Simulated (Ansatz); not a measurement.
## P: strain energy, fitted

P, Pm-3m, a = 2.437 Å. This isn't the element's structure at ambient conditions. Ansatz: r2SCAN, PAW, 500 eV, Γ-centred 22×22×22 mesh on 1 atom, Gaussian smearing 0.10 eV; no spin polarisation. Series: shear of c along a, cell held, atoms fixed by symmetry; x is the strain in per cent (engineering shear). y is the free energy over the unstrained cell, V0 = 14.479 Å³/atom. Symmetry makes y even in x.

| x (%) | y (meV/atom) |
| --- | --- |
| 0.0 | 0.00 |
| 1.0 | 0.39 |
| 2.0 | ? |
| 3.0 | 3.54 |
| 4.0 | 6.32 |
| 6.0 | 14.06 |

Question: Fit y = c2 x² + c4 x⁴ to the other rows, turn c2 into a modulus, and predict the missing energy.

Answer: Least squares on the rows shown. y = 0.3969 x² − 0.0001750 x⁴. In eV per unit strain² c2 is 3.969; this is the shear stiffness (E = ½ C V0 γ²): 2 × 3.969 × 160.2 / (14.479) = 88 GPa. At x = 2.0 the fit asked for gives 1.58 meV/atom. The run gave 1.57 meV/atom, so the fit is 0.01 meV/atom too high, within the rms miss on the fitted rows (0.01 meV/atom).